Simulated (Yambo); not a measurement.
Yambo run on AlCl3 (space group C2/m, No. 12). The wavefunctions are PBEsol (Quantum ESPRESSO, PseudoDojo norm-conserving, 58 Ry, without SOC) ones on a 2×2×2 mesh (24 occupied bands); a = 5.936 Å, b = 5.936 Å, c = 6.183 Å, α = 98.93°, β = 98.93°, γ = 119.97°.

Yambo input:

```
rim_cut
gw0
dyson
el_el_corr
HF_and_locXC
ppa
em1d
RandQpts= 1000000
RandGvec= 1 Ry
EXXRLvcs= 58 Ry
VXCRLvcs= 232 Ry
Chimod= "HARTREE"
% BndsRnXp
 1 | 331 |
%
NGsBlkXp= 8 Ry
% LongDrXp
 1.0 | 1.0 | 1.0 |
%
PPAPntXp= 27.2114 eV
% GbndRnge
 1 | 116 |
%
GTermKind= "none"
DysSolver= "n"
ExtendOut
% QPkrange
 4 | 4 | 25 | 25 |
 5 | 5 | 24 | 25 |
%
```

k points by index: 4 = (0, -0.5, -0.5), 5 = (-0.5, -0.5, 0).

Resulting energies as the program prints them:

```
#    K-point    Band    Eo [eV]    E [eV]    E-Eo [eV]    Vxc [eV]    Vnlxc [eV]    Sc|Eo [eV]    Sc|E [eV]    dSc/dw|Eo [eV]    Re(Z)    Im(Z)
#
    4    25    5.045388    6.468164    1.422776    -10.73973    -6.201931    -2.844302    -3.115020    -5.177295    0.840150    -0.001055
    5    24    0.000000    -1.268916    -1.268916    -14.74031    -19.13213    2.827767    3.122897    -6.328396    0.811315    -0.001201
    5    25    5.124367    6.553522    1.429155    -10.80824    -6.262506    -2.843938    -3.116583    -5.190888    0.839797    -0.001055
```
(The two width columns are left out.) Convergence of these settings isn't established.

Geometry relaxed with PBE+D3(BJ).
